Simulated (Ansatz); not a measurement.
Here is the system:

GeBCN:
```cif
data_CBGeN
_chemical_formula_sum 'B1 Ge1 C1 N1'
_space_group_name_H-M_alt 'P 1'
_space_group_IT_number 1
_cell_length_a 2.95225
_cell_length_b 2.95225
_cell_length_c 4.77368
_cell_angle_alpha 90.000
_cell_angle_beta 90.000
_cell_angle_gamma 120.000
loop_
_space_group_symop_operation_xyz
  'x, y, z'
loop_
_atom_site_label
_atom_site_type_symbol
_atom_site_fract_x
_atom_site_fract_y
_atom_site_fract_z
_atom_site_occupancy
B1 B 0.33333 0.66667 0.48772 1
Ge1 Ge 0.66667 0.33333 0.00346 1
C1 C 0.33333 0.66667 0.15546 1
N1 N 0.66667 0.33333 0.60336 1
```

This is the r²SCAN+D4-relaxed structure.

Task: All from the program Ansatz at the r²SCAN+D4 level (PAW), unless another level is named. Give the electron effective mass.

Result: 0.34, 0.53, 13 mₑ (principal values).

Task: What about the gap with spin–orbit coupling?

Result: 2.51 eV.

Task: Give the HSE06 gap on the r²SCAN+D4 cell.

Result: 3.20 eV.

Task: What about the band gap?

Result: 2.52 eV (indirect).

Task: And the valence-band maximum?

Result: at Γ.

Space group P3m1. The start of the workflow was typed in or built on a structure type; neither database checked (COD, Materials Project) lists it. Its standing as an ambient phase is unchecked. The r²SCAN+D4 relaxation kept the symmetry of its start; whether a distortion lowers the energy is not shown. The volume moved by -16 % from the start of the relaxation. Spin–orbit coupling is left out wherever it is not named.

Potentials: the earlier of the program's two PAW sets. The files were generated under PBE; for other functionals the program regenerates the frozen cores, and for LDA and PBEsol the local potential too.
